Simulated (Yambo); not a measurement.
Quantum ESPRESSO input (PBEsol, PseudoDojo standard norm-conserving files, scalar-relativistic) whose wavefunctions are converted with p2y:

```
&CONTROL
  calculation = 'nscf'
  pseudo_dir = './pseudo'
  outdir = './out'
/
&SYSTEM
  ibrav = 0
  nat = 3
  ntyp = 2
  ecutwfc = 84.0
  ecutrho = 336.0
  occupations = 'fixed'
  force_symmorphic = .true.
  nbnd = 193
/
&ELECTRONS
  conv_thr = 3.0000000000000004e-09
  diago_full_acc = .true.
  diago_thr_init = 1e-08
/
ATOMIC_SPECIES
Mg 24.3050 Mg.upf
I 126.9045 I.upf
CELL_PARAMETERS angstrom
  4.125546925818   0.000000000000   0.000000000000
 -2.062773462909   3.572828442263   0.000000000000
  0.000000000000   0.000000000000   6.826782118000
ATOMIC_POSITIONS crystal
Mg   0.000000000000   0.000000000000   0.000000000000
I   0.333333333333   0.666666666667   0.245750028000
I   0.666666666667   0.333333333333   0.754249972000
K_POINTS automatic
3 3 1 0 0 0
```

Yambo's initialisation report on symmetry, reciprocal space, the k grid and the gaps on this mesh:

```
  [02.02] Symmetries
  ==================

  Inversion symmetry    : yes
  Spatial inversion     : yes
  Inversion index       :   7
  K-space Time-reversal : no
  Magnetic symmetries   : no
  Group table correct   : yes
  Symmetries units      :  [cc]

  [02.03] Reciprocal space
  ========================

  nG shells         :  3152
  nG charge         :   70515
  nG WFs            :  10351
  nC WFs            :   8844
  G-vecs. in first 80 shells:  [ Number ]
     1    3    9   11   23   35   37   43   55
    67   73   85   97   99  111  123  135  147
   149  161  185  197  209  233  245  251  263
    287   299   301   313   325   337   361   373   379
    391   403   415   427   451   463   465   489   501
    525   537   549   573   585   591   603   615   627
    651   663   687   699   701   713   725   737   749
    761   785   809   833   845   869   881   893   917
    941   953   965   989   991  1003  1015  1039
  ...
  Shell energy in first 80 shells:  [ mHa ]
    0.00000      118.604      433.020      474.417      551.624      907.436      1067.44      1299.06      1417.66
    1500.46      1732.08      1773.48      1850.68      1897.67      2206.50      2330.69      2366.50      2799.52
    2965.10      3031.14      3149.74      3196.73      3398.12      3505.55      3629.75      3897.18      4015.78
    4098.58      4264.16      4269.75      4371.59      4697.18      4702.77      4928.80      4964.61      5196.24
    5314.84      5568.81      5629.26      5670.65      5747.86      5794.84      5811.60      5996.24      6001.83
    6103.67      6244.62      6263.67      6696.69      6862.28      6928.32      7046.92      7093.90      7110.66
    7300.89      7402.73      7526.92      7543.68      7590.67      7995.75      8023.69      8161.34      8166.93
    8227.37      8345.98      8594.36      8701.79      8825.98      8842.74      8889.73      9093.41      9212.02
    9294.81      9322.75      9465.99      9567.83      9606.94      9708.78      9893.42      9899.01
  ...

  [02.04] K-grid lattice
  ======================

  Compatible Grid is   : 2D
  Base K vectors       :  K_min[ 1 ]  K_min[ 2 ]  K_min[ 3 ]
  K_min[ 1 ] : -0.27204E-16  0.33333       0.0000     [rlu]
  K_min[ 2 ] :  0.33333     -0.17125E-13   0.0000     [rlu]
  Grid dimensions      :  3  3
  K lattice UC volume  :  0.040587 [a.u.]

  IBZ K-points                                      :  3
  BZ  K-points                                      :   9

  K/Q-points units:
  rlu = crystal or reduced units; cc = cartesian coordinates; iku = interal k-units

  K [1]          [rlu]:  0.000000  0.000000  0.000000
         WF components:   8797
  K [2]          [rlu]:  0.000000  0.333333  0.000000
         WF components:   8812
  K [3]          [rlu]:  0.333333  0.333333  0.000000
         WF components:   8844

  [02.05] Energies & Occupations
  ==============================

  [X] === General ===
  [X] Electronic Temperature                        :  0.000000  0.000000 [eV K]
  [X] Bosonic    Temperature                        :  0.000000  0.000000 [eV K]
  [X] Finite Temperature mode                       : no
  [X] El. density                                   :  0.23851E+24 [cm-3]
  [X] Fermi Level                                   :  3.419512 [eV]

  [X] === Gaps and Widths ===
  [X] Conduction Band Min                           :  3.619762 [eV]
  [X] Valence Band Max                              :  0.000000 [eV]
  [X] Filled Bands                                  :  12
  [X] Empty Bands                                   :   13  193
  [X] Direct Gap                                    :  3.619762 [eV]
  [X] Direct Gap localized at k                     :  1
  [X] Indirect Gap                                  :  3.619762 [eV]
  [X] Indirect Gap between kpts                     :  1  1
  [X] Last valence band width                       :  1.327169 [eV]
  [X] 1st conduction band width                     :  0.411642 [eV]
```
The gaps are PBEsol values on this mesh alone; only operations without fractional translations are kept.

Spin-orbit coupling is not included.

Geometry relaxed with PBE+D3(BJ).
